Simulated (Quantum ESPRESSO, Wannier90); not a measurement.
# Tight-binding from DFT: ZnCdS2 (P3m1)

Cell from Materials Project (mp-1215475), symmetrised, no further relaxation. Not found in the COD (Crystallography Open Database) copy used; not checked further. Method: PBEsol plane waves in Quantum ESPRESSO 7.5 (PseudoDojo norm-conserving files, 82 Ry, no spin polarisation, no spin-orbit coupling), Bloch states on a 6×6×4 mesh through Γ, Wannier90 4.0.1. Density: 12×12×6 mesh, cold smearing 0.01 Ry.

```
begin unit_cell_cart
ang
    4.0108001345    0.0000000000    0.0000000000
   -2.0054000672    3.4734548059    0.0000000000
    0.0000000000    0.0000000000    6.6306000000
end unit_cell_cart
mp_grid = 6 6 4
```

Neighbour vectors b of the finite-difference formula (Å⁻¹), by shell:

```csv
shell,b_x,b_y,b_z
1,0.00000,0.00000,0.23690
1,0.00000,0.00000,-0.23690
2,0.00000,0.30149,0.00000
2,0.26109,0.15074,0.00000
2,0.00000,-0.30149,0.00000
2,0.26109,-0.15074,0.00000
2,-0.26109,-0.15074,0.00000
2,-0.26109,0.15074,0.00000
```

Question: Find the weights w_b from the completeness condition Σ_b w_b b_α b_β = δ_αβ.

Answer: Shell 1: Σ b_x² = 0.000, Σ b_y² = 0.000, Σ b_z² = 0.112 Å⁻²
Shell 2: Σ b_x² = 0.273, Σ b_y² = 0.273, Σ b_z² = 0.000 Å⁻²
Each of the three diagonal sums, weighted, has to give 1 and the off-diagonal ones 0, which holds for w_1 = 8.91 Å², w_2 = 3.67 Å². Check on xx: 8.91×0.000 + 3.67×0.273 = 1.00.

On this mesh the 8 functions of bands 9-10,21-26 (valence bands; start: s functions at the bond centres, conv_tol = 1.0e-6) end with spreads 2.0967, 2.0967, 2.2986, 2.0967, 2.1028, 2.0826, 2.0826, 2.0826 Å², Ω_I = 16.2503 Å² and Ω_D = 0.0063 Å².

Ω_total is the sum of the spreads, 16.939 Å². Ω_OD = Ω_total − Ω_I − Ω_D = 0.683 Å². Only (Ω_D + Ω_OD)/Ω_total = 4.1 % depends on the gauge, and another start could lower the total by that share at most. The rms radius is √(Ω_total/8) = 1.46 Å.
